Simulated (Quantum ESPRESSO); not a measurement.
Mo4Se6S2, finding a planted mistake in a log

A calculation, not a measurement. The program is pw.x of Quantum ESPRESSO 7.5 (plane-wave density functional theory). The cell is made up: 12 atoms on a layered 2H lattice, with randomly drawn elements, strain and displacements, not relaxed. PseudoDojo standard norm-conserving files (v0.5 for PBE, v0.4.1 for LDA and PBEsol) set the functional; there is no spin polarisation, spin-orbit coupling or dispersion term, and the masses in the input are unused placeholders.

Intended input:

```
&control calculation='scf', pseudo_dir='./dojo.nc.sr.pbe.v0_5.standard.upf', outdir='./o', disk_io='medium', tprnfor=.true., tstress=.true. /
&system ibrav=0, nat=12, ntyp=3, nbnd=88, ecutwfc=85.99341389, nosym=.true., tot_charge=0,
 occupations='smearing', smearing='fd', degauss=0.0018374661
/
&electrons conv_thr=7.350e-09, electron_maxstep=60, /
ATOMIC_SPECIES
Mo 1.0 Mo.upf
S 1.0 S.upf
Se 1.0 Se.upf
CELL_PARAMETERS angstrom
3.1675 -0.0304 -0.0413
-0.0526 5.4664 0.0419
-0.1651 0.0966 13.0
ATOMIC_POSITIONS angstrom
Mo -0.057 1.8415 3.2845
Mo 1.4162 0.9737 9.7337
Mo 1.5129 4.6437 3.34
Mo -0.2053 3.7296 9.8388
Se -0.1415 1.8957 8.1856
Se -0.1706 1.9249 11.3882
Se 1.553 1.0086 1.717
Se 1.3766 0.9529 4.8864
Se 1.3161 4.5977 8.0836
S 1.5147 4.6176 11.5344
Se -0.1031 3.7181 1.6395
S -0.1769 3.6389 4.8409
K_POINTS automatic
7 4 2 1 1 1
```

The log is shortened where brackets say so; the opening notice, blank lines, dates and the lines on written files are dropped, and the path of the files is cut. It prints rydbergs, bohrs and kilobars, and counts compression as positive stress.

Log of the intended run:

```
     Program PWSCF v.7.5
     Parallel version (MPI & OpenMP), running on       1 processor cores
     Number of MPI processes:                 1
     Threads/MPI process:                     1
     [start-up lines left out]
     bravais-lattice index     =            0
     lattice parameter (alat)  =       5.9865  a.u.
     unit-cell volume          =    1518.5252 (a.u.)^3
     number of atoms/cell      =           12
     number of atomic types    =            3
     number of electrons       =       164.00
     number of Kohn-Sham states=           88
     kinetic-energy cutoff     =      85.9934  Ry
     charge density cutoff     =     343.9737  Ry
     scf convergence threshold =      7.3E-09
     mixing beta               =       0.7000
     number of iterations used =            8  plain     mixing
     Exchange-correlation= PBE
                           (   1   4   3   4   0   0   0)
     [axes and pseudopotential details left out]
   Cartesian axes
     site n.     atom                  positions (alat units)
         1        Mo     tau(   1) = (  -0.0179929   0.5812971   1.0368018  )
         2        Mo     tau(   2) = (   0.4470448   0.3073630   3.0725887  )
         3        Mo     tau(   3) = (   0.4775696   1.4658537   1.0543212  )
         4        Mo     tau(   4) = (  -0.0648060   1.1773043   3.1057650  )
         5        Se     tau(   5) = (  -0.0446666   0.5984062   2.5839076  )
         6        Se     tau(   6) = (  -0.0538525   0.6076236   3.5948564  )
         7        Se     tau(   7) = (   0.4902278   0.3183797   0.5419968  )
         8        Se     tau(   8) = (   0.4345445   0.3007972   1.5424656  )
         9        Se     tau(   9) = (   0.4154467   1.4513331   2.5517098  )
        10        S      tau(  10) = (   0.4781378   1.4576148   3.6410067  )
        11        Se     tau(  11) = (  -0.0325451   1.1736741   0.5175328  )
        12        S      tau(  12) = (  -0.0558411   1.1486735   1.5281028  )
     number of k points=    28  Fermi-Dirac smearing, width (Ry)=  0.0018
                       cart. coord. in units 2pi/alat
        k(    1) = (   0.0729348   0.0726725   0.0613077), wk =   0.0714286
        k(    2) = (   0.0713546   0.0735914  -0.0605621), wk =   0.0714286
     [further k points left out]
     Dense  grid:   163685 G-vectors     FFT dimensions: (  36,  64, 150)
     Estimated max dynamical RAM per process >     312.64 MB
     Initial potential from superposition of free atoms
     starting charge     163.9938, renormalised to     164.0000
     Starting wfcs are  102 randomized atomic wfcs
     total cpu time spent up to now is       40.4 secs
     per-process dynamical memory:   172.0 Mb
     Self-consistent Calculation
     iteration #  1     ecut=    85.99 Ry     beta= 0.70
     Davidson diagonalization with overlap
     ethr =  1.00E-02,  avg # of iterations =  2.0
     Threshold (ethr) on eigenvalues was too large:
     Diagonalizing with lowered threshold
     Davidson diagonalization with overlap
     ethr =  6.07E-04,  avg # of iterations =  2.0
     total cpu time spent up to now is      239.9 secs
     total energy              =   -2061.05352068 Ry
     estimated scf accuracy    <       1.03422945 Ry
     iteration #  2     ecut=    85.99 Ry     beta= 0.70
     Davidson diagonalization with overlap
     ethr =  6.31E-04,  avg # of iterations =  7.4
     total cpu time spent up to now is      379.5 secs
     total energy              =   -2060.09302715 Ry
     estimated scf accuracy    <       9.45470653 Ry
     [iterations 3 to 18 left out]
     iteration # 19     ecut=    85.99 Ry     beta= 0.70
     Davidson diagonalization with overlap
     ethr =  3.00E-11,  avg # of iterations =  2.9
     total cpu time spent up to now is     2074.3 secs
     total energy              =   -2061.55678518 Ry
     estimated scf accuracy    <       0.00000001 Ry
     iteration # 20     ecut=    85.99 Ry     beta= 0.70
     Davidson diagonalization with overlap
     ethr =  7.95E-12,  avg # of iterations =  2.8
     total cpu time spent up to now is     2168.7 secs
     End of self-consistent calculation
     [lines on levels left out]
!    total energy              =   -2061.55678518 Ry
     estimated scf accuracy    <          4.5E-09 Ry
     smearing contrib. (-TS)   =      -0.00000000 Ry
     internal energy E=F+TS    =   -2061.55678518 Ry
     The total energy is F=E-TS. E is the sum of the following terms:
     one-electron contribution =   -1134.05768565 Ry
     hartree contribution      =     628.83590309 Ry
     xc contribution           =    -386.67802012 Ry
     ewald contribution        =   -1169.65698250 Ry
     convergence has been achieved in  20 iterations
     Forces acting on atoms (cartesian axes, Ry/au):
     atom    1 type  1   force =    -0.04578101    0.10471104    0.04295318
     atom    2 type  1   force =     0.01361624   -0.06995951    0.07143764
     atom    3 type  1   force =    -0.05734488   -0.09801173   -0.02185132
     atom    4 type  1   force =     0.01829632    0.07134407    0.02348760
     atom    5 type  3   force =    -0.02655040    0.02315029   -0.08905197
     atom    6 type  3   force =     0.01340297   -0.03010413    0.08145554
     atom    7 type  3   force =    -0.03003659   -0.03581462   -0.14899436
     atom    8 type  3   force =     0.07606292   -0.00548133    0.12410875
     atom    9 type  3   force =     0.01644598    0.00134866   -0.01008805
     atom   10 type  2   force =    -0.03604539    0.00486627   -0.07805832
     atom   11 type  3   force =     0.00984926    0.01556435   -0.02156983
     atom   12 type  2   force =     0.04808458    0.01838663    0.02617113
     Total force =     0.344763     Total SCF correction =     0.000446
     Computing stress (Cartesian axis) and pressure
          total   stress  (Ry/bohr**3)                   (kbar)     P=      149.82
   0.00102183   0.00003596   0.00025574          150.32        5.29       37.62
   0.00003596   0.00106509  -0.00005017            5.29      156.68       -7.38
   0.00025574  -0.00005017   0.00096836           37.62       -7.38      142.45
     init_run     :     37.45s CPU     40.22s WALL (       1 calls)
     electrons    :   2041.22s CPU   2128.41s WALL (       1 calls)
     forces       :     17.80s CPU     18.03s WALL (       1 calls)
     stress       :     50.14s CPU     51.72s WALL (       1 calls)
     [timing details left out]
     PWSCF        :  35m46.96s CPU  37m19.18s WALL
     JOB DONE.
```

A second run was made from an input with one planted mistake. Its log:

```
     Program PWSCF v.7.5
     Parallel version (MPI & OpenMP), running on       1 processor cores
     Number of MPI processes:                 1
     Threads/MPI process:                     1
     [start-up lines left out]
     bravais-lattice index     =            0
     lattice parameter (alat)  =       5.9865  a.u.
     unit-cell volume          =    1518.5252 (a.u.)^3
     number of atoms/cell      =           12
     number of atomic types    =            3
     number of electrons       =       164.00
     number of Kohn-Sham states=           88
     kinetic-energy cutoff     =      85.9934  Ry
     charge density cutoff     =     343.9737  Ry
     scf convergence threshold =      7.3E-09
     mixing beta               =       0.7000
     number of iterations used =            8  plain     mixing
     Exchange-correlation= PBE
                           (   1   4   3   4   0   0   0)
     [axes and pseudopotential details left out]
   Cartesian axes
     site n.     atom                  positions (alat units)
         1        Mo     tau(   1) = (  -0.0179929   0.5812971   1.0368018  )
         2        Mo     tau(   2) = (   0.4470448   0.3073630   3.0725887  )
         3        Mo     tau(   3) = (   0.4775696   1.4658537   1.0543212  )
         4        Mo     tau(   4) = (  -0.0648060   1.1773043   3.1057650  )
         5        Se     tau(   5) = (  -0.0446666   0.5984062   2.5839076  )
         6        Se     tau(   6) = (  -0.0538525   0.6076236   3.5948564  )
         7        Se     tau(   7) = (   0.4902278   0.3183797   0.5419968  )
         8        Se     tau(   8) = (   0.4345445   0.3007972   1.5424656  )
         9        Se     tau(   9) = (   0.4154467   1.4513331   2.5517098  )
        10        S      tau(  10) = (   0.4781378   1.4576148   3.6410067  )
        11        Se     tau(  11) = (  -0.0325451   1.1736741   0.5175328  )
        12        S      tau(  12) = (  -0.0558411   1.1486735   1.5281028  )
     number of k points=     4  Fermi-Dirac smearing, width (Ry)=  0.0018
                       cart. coord. in units 2pi/alat
        k(    1) = (   0.2522638   0.1468255   0.0630342), wk =   0.5000000
        k(    2) = (   0.2506836   0.1477444  -0.0588356), wk =   0.5000000
     [further k points left out]
     Dense  grid:   163685 G-vectors     FFT dimensions: (  36,  64, 150)
     Estimated max dynamical RAM per process >     312.64 MB
     Initial potential from superposition of free atoms
     starting charge     163.9938, renormalised to     164.0000
     Starting wfcs are  102 randomized atomic wfcs
     total cpu time spent up to now is        7.1 secs
     per-process dynamical memory:   170.0 Mb
     Self-consistent Calculation
     iteration #  1     ecut=    85.99 Ry     beta= 0.70
     Davidson diagonalization with overlap
     ethr =  1.00E-02,  avg # of iterations =  2.0
     Threshold (ethr) on eigenvalues was too large:
     Diagonalizing with lowered threshold
     Davidson diagonalization with overlap
     ethr =  5.83E-04,  avg # of iterations =  2.0
     total cpu time spent up to now is       32.5 secs
     total energy              =   -2061.19511062 Ry
     estimated scf accuracy    <       1.00074789 Ry
     iteration #  2     ecut=    85.99 Ry     beta= 0.70
     Davidson diagonalization with overlap
     ethr =  6.10E-04,  avg # of iterations =  5.8
     total cpu time spent up to now is       49.5 secs
     total energy              =   -2060.56618145 Ry
     estimated scf accuracy    <       6.75799727 Ry
     [iterations 3 to 16 left out]
     iteration # 17     ecut=    85.99 Ry     beta= 0.70
     Davidson diagonalization with overlap
     ethr =  7.40E-11,  avg # of iterations =  2.2
     total cpu time spent up to now is      253.3 secs
     total energy              =   -2061.66868019 Ry
     estimated scf accuracy    <       0.00000001 Ry
     iteration # 18     ecut=    85.99 Ry     beta= 0.70
     Davidson diagonalization with overlap
     ethr =  6.11E-12,  avg # of iterations =  5.0
     total cpu time spent up to now is      266.5 secs
     End of self-consistent calculation
     [lines on levels left out]
!    total energy              =   -2061.66868019 Ry
     estimated scf accuracy    <          5.1E-09 Ry
     smearing contrib. (-TS)   =      -0.00000000 Ry
     internal energy E=F+TS    =   -2061.66868019 Ry
     The total energy is F=E-TS. E is the sum of the following terms:
     one-electron contribution =   -1134.13871807 Ry
     hartree contribution      =     628.77085630 Ry
     xc contribution           =    -386.64383593 Ry
     ewald contribution        =   -1169.65698250 Ry
     convergence has been achieved in  18 iterations
     Forces acting on atoms (cartesian axes, Ry/au):
     atom    1 type  1   force =    -0.03464775    0.08128750    0.03715786
     atom    2 type  1   force =     0.01119941   -0.04970651    0.07037570
     atom    3 type  1   force =    -0.04727988   -0.11315754   -0.01589391
     atom    4 type  1   force =     0.01247001    0.08411161    0.02344805
     atom    5 type  3   force =    -0.02369764    0.01407782   -0.07920072
     atom    6 type  3   force =     0.01322751   -0.04014065    0.07180298
     atom    7 type  3   force =    -0.03295609   -0.02427483   -0.13583497
     atom    8 type  3   force =     0.06840703    0.00560592    0.11714609
     atom    9 type  3   force =     0.01671931   -0.00535768   -0.00462043
     atom   10 type  2   force =    -0.03092212   -0.00264684   -0.08257211
     atom   11 type  3   force =     0.00548412    0.02121209   -0.02022557
     atom   12 type  2   force =     0.04199611    0.02898912    0.01841703
     Total force =     0.322938     Total SCF correction =     0.000582
     Computing stress (Cartesian axis) and pressure
          total   stress  (Ry/bohr**3)                   (kbar)     P=      136.66
   0.00111109   0.00004774   0.00025002          163.45        7.02       36.78
   0.00004774   0.00088557  -0.00004160            7.02      130.27       -6.12
   0.00025002  -0.00004160   0.00079037           36.78       -6.12      116.27
     init_run     :      6.44s CPU      6.99s WALL (       1 calls)
     electrons    :    248.59s CPU    259.41s WALL (       1 calls)
     forces       :      2.17s CPU      2.23s WALL (       1 calls)
     stress       :      7.08s CPU      7.32s WALL (       1 calls)
     [timing details left out]
     PWSCF        :   4m24.42s CPU   4m36.23s WALL
     JOB DONE.
```

Question: what was wrong in the second input?

Answer: the k-point mesh is too coarse. The input lines that differ, file-writing options aside:

```
- 7 4 2 1 1 1
+ 2 2 2 1 1 1
```

|  | intended run | run with the mistake |
| --- | --- | --- |
| free energy (eV) | -28048.909 | -28050.431 |
| smearing term -TS (eV) | 0.0000 | 0.0000 |
| pressure (GPa) | 14.98 | 13.67 |
| largest force component (eV/Å) | 3.831 | 3.492 |
| largest change of a force component (eV/Å) |  | 0.602 |
| iterations | 20 | 18 |

For scale, a rerun of the intended cell at a cutoff of 1467 eV and k mesh 9 x 6 x 4 moved values by no more than 0.002 eV in energy, 0.02 GPa in stress and 0.005 eV/Å in force.